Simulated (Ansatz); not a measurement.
ZnS:
```
ZnS
1.0
    3.61720     0.00000     0.00000
    0.00000     3.61720     0.00000
    0.00000     0.00000     6.54949
Zn S
2 2
Direct
  0.00000   0.50000   0.00000
  0.50000   0.00000   0.50000
  0.00000   0.00000   0.25000
  0.00000   0.00000   0.75000
```

Relaxed with PBE. Special points in fractions of this cell's reciprocal vectors: Γ (0.000, 0.000, 0.000); X (0.000, 0.500, 0.000); M (0.500, 0.500, 0.000); Z (0.000, 0.000, 0.500); R (0.000, 0.500, 0.500); A (0.500, 0.500, 0.500).

Task: List the band energies nearest the Fermi level at these points for plane-wave PAW PBE (Ansatz code).

Result: In eV from the Fermi level; about four levels below and three above (degenerate sets whole), none deeper than 8.9 eV; points with the same levels are listed once.

```json
[
 {"k": "Γ", "below": "-1.52 -0.56 -0.56 -0.16", "above": "3.40 4.36 5.38 5.38"},
 {"k": "X", "below": "-1.78 -0.57 -0.38 -0.37", "above": "2.60 4.47 6.24"},
 {"k": "M", "below": "-4.83 -4.83 -3.52 -3.52", "above": "0.22 0.24 2.10 2.10"},
 {"k": "Z", "below": "-1.92 -1.92 -1.19 -1.19", "above": "1.90 1.90 4.96 4.96"},
 {"k": "R", "below": "-3.62 -3.19 -1.67 -0.59", "above": "1.99 2.13 3.74"},
 {"k": "A", "below": "-3.73 -3.73 -2.50 -2.50", "above": "1.17 1.17 3.28 3.28"}
]
```

Space group P4_2/mmc. The cell is a constructed one: a structure type filled with these elements; neither database checked (COD, Materials Project) lists it. It is not the phase usual at ambient conditions (space group No. 186, 216). The PBE relaxation kept the symmetry of its start; its stability against distortions is not shown here.

Potentials: the later of the program's two PAW sets.
